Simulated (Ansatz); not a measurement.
A relaxed cell of CeO2 (Fm-3m (No. 225)), relaxed on a k-mesh at least as fine as the one used below. All values below come from r2SCAN (plane waves to 500 eV, PAW, scalar-relativistic; Ansatz, a program for electronic structure). Γ-centred k-mesh 7×7×7 on the run's cell (coarser than for final values), Fermi–Dirac smearing 0.05 eV.

```xyz
3
Lattice="0.0000 2.7189 2.7189 2.7189 0.0000 2.7189 2.7189 2.7189 0.0000" Properties=species:S:1:pos:R:3 pbc="T T T"
Ce     0.0000     0.0000     0.0000
O      1.3594     1.3594     1.3594
O      4.0783     4.0783     4.0783
```

The atoms are displaced by (Å):

| atom | ux | uy | uz |
|---|---|---|---|
| Ce1 | -0.023 | 0.076 | -0.067 |
| O2 | -0.026 | 0.017 | -0.175 |
| O3 | -0.077 | -0.039 | 0.111 |

Q: What forces (eV/Å) and pressure result?

A: 
```csv
atom,Fx,Fy,Fz
Ce1,-0.45,-0.72,0.31
O2,-0.12,0.02,1.61
O3,0.57,0.71,-1.92
```

Pressure +3.3 GPa.

Q: Estimate the energy cost of the displacement in the harmonic approximation and compare with the calculation.

A: For a harmonic well ΔE = −½ Σ F·u = 0.314 eV a cell, or 105 meV/atom. The calculated energy relative to the undisplaced cell is +99 meV/atom, so the harmonic estimate holds well.

No spin polarisation in the result: the starting moments vanished. The d or f electrons are treated with no Hubbard U. The f-shell occupation is the one the SCF fell into and was not checked against other states.

The run that gave the undisplaced cell could not lose the symmetry of its start; a randomly shaken copy of 3 atoms returns to this structure.
